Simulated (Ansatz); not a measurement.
**Kick test of a cell of BaY₃Si**

The structure comes from a generated guess, relaxed at this level; another structure or a mixture of phases may lie lower.

These are results of DFT PBE, scalar-relativistic, plane waves, PAW in Ansatz 0.2.0, not measurements. Settings: cutoff 420 eV, Γ-centred mesh 6×6×6 on the computed 5-atom cell, Gaussian smearing of 0.10 eV; no spin polarisation.

The cell below (5 atoms, space group Pm-3m (No. 221)) is relaxed within its symmetry.

```
Ba Y Si
1.0
     3.97632    2.29573    3.24605
    -3.97632    2.29573    3.24605
     0.00000   -4.59146    3.24605
Ba Y Si
1 3 1
Direct
  0.00000 0.00000 0.00000
  0.50000 0.50000 0.00000
  0.00000 0.50000 0.50000
  0.50000 0.00000 0.50000
  0.50000 0.50000 0.50000
```

For the test a repeat of it with 10 atoms (edges 5.62, 5.62, 11.25 Å) was strained at random (σ = 1.5 % a component), the atoms were moved at random (σ = 0.05 Å), and all was relaxed again on a coarse 4×4×2 mesh (in the run’s order of axes) with 0.20 eV smearing, with no symmetry imposed.

The cell is a metal run without spin; a magnetic state may lie lower.

**Question.** Is the structure stable against such a distortion?

**Answer.** It doesn't return. The energy falls by 15 meV/atom on that mesh, the volume changes by -1.2 %, and the end has space group Pmma (No. 51) at a loose tolerance. Relaxed again on a 4×8×6 mesh with 0.10 eV smearing, the new structure lies 14 meV/atom below the first (mesh in the axes of the run's cell; the cell below is made exact in the group named). Space group Pmma (No. 51), orthorhombic, a = 10.993 Å, b = 5.456 Å, c = 5.852 Å. Around Ba lie 12 Y at 3.93–4.02 Å and 4 Si at 4.42 Å; around Y on a site of symmetry mm2 lie 1 Si at 2.82 Å, 1 Si at 3.03 Å, 4 Y at 3.54–3.55 Å and 4 Ba at 3.93 Å; around Y on a site of symmetry 2/m lie 2 Si at 2.86 Å, 2 Y at 3.55 Å, 4 Y at 3.87 Å and 4 Ba at 4.00 Å; around Si lie 5 Y at 2.82–2.86 Å, 1 Y at 3.03 Å and 4 Ba at 4.42 Å; 1 more site not described.

Space group Pmma (No. 51). a = 10.993 Å, b = 5.456 Å, c = 5.852 Å, α = 90.00°, β = 90.00°, γ = 90.00°
| atom | site | symmetry | x | y | z |
| --- | --- | --- | --- | --- | --- |
| Ba | 2a | .2/m. | 0.5000 | 0.0000 | 0.0000 |
| Y | 2f | mm2 | 0.2500 | 0.5000 | 0.8829 |
| Y | 2d | .2/m. | 0.5000 | 0.5000 | 0.5000 |
| Y | 2e | mm2 | 0.2500 | 0.0000 | 0.4978 |
| Si | 2f | mm2 | 0.2500 | 0.5000 | 0.3644 |
